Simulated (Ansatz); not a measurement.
# Property card for NaPrSe2

NaPrSe2:
```yaml
crystal:
  lattice:
    - [2.14055, 1.23585, 6.94208]
    - [-2.14055, 1.23585, 6.94208]
    - [0.00000, -2.47170, 6.94208]
  atoms:
    - { symbol: Na, position: [0.50000, 0.50000, 0.50000] }
    - { symbol: Pr, position: [0.00000, 0.00000, 0.00000] }
    - { symbol: Se, position: [0.74574, 0.74574, 0.74574] }
    - { symbol: Se, position: [0.25426, 0.25426, 0.25426] }
```
The run is spin-polarised; directions of the spins, atom by atom: 0 ↑ 0 0.

Space group R-3m (No. 166); conventional cell a = b = 4.2811 Å, c = 20.8263 Å, α = β = 90.00°, γ = 120.00°.

Method: r²SCAN in the plane-wave PAW code Ansatz. Structure relaxed to zero pressure with the same functional. Other levels are named where they apply.

Cell and energy:

```
Item                  Value
---------------  ----------
Volume per atom    27.55 Å³
Density          4.85 g/cm³
```

Electronic structure:

```
Quantity                                                                                                                                      Result
----------------------------------------  ----------------------------------------------------------------------------------------------------------
Band gap                                                                                                                          0.83 eV (indirect)
Valence-band maximum                      on the Γ–S0 line, 12 % of the way from Γ (k = -0.042, 0.000, 0.042 in fractions of the reciprocal vectors)
Conduction-band minimum                                 off the standard path, at k = (-0.083, 0.271, -0.417) in fractions of the reciprocal vectors
Smallest direct gap on the standard path                                                                                                     1.07 eV
```

Magnetism:

```
Quantity                  Result
--------------  ----------------
Magnetic order     ferromagnetic
Net moment      0.50 μB per atom
```

Charges:

```
Item                                   Result
-------------  ------------------------------
Bader charges  Na +0.87, Pr +1.80, Se -1.33 e
```

The workflow started from a Materials Project entry (that database holds measured and hypothetical structures alike); the Crystallography Open Database copy checked does not list it. With Na and Pr taken as one species the cell has the higher symmetry Fm-3m, so it may be an ordered model of a mixed-site phase. Whether it is the stable phase at ambient conditions was not checked. The r²SCAN relaxation kept the symmetry of its start; whether a distortion lowers the energy is not shown. Magnetic state: ferromagnetic, the only order run, not a proven ground state. The cell computed holds one magnetic atom, so no antiferromagnetic order was within reach. Caveat: open 4f shells can settle in a state that is not the lowest. Other orbital occupations within this spin state were not tried. No Hubbard U is applied. Point labels and valley counts follow the cell and symmetry of the run, lower than the named group. Spin–orbit coupling is left out wherever it is not named.

Potentials: the later of the program's two PAW sets.
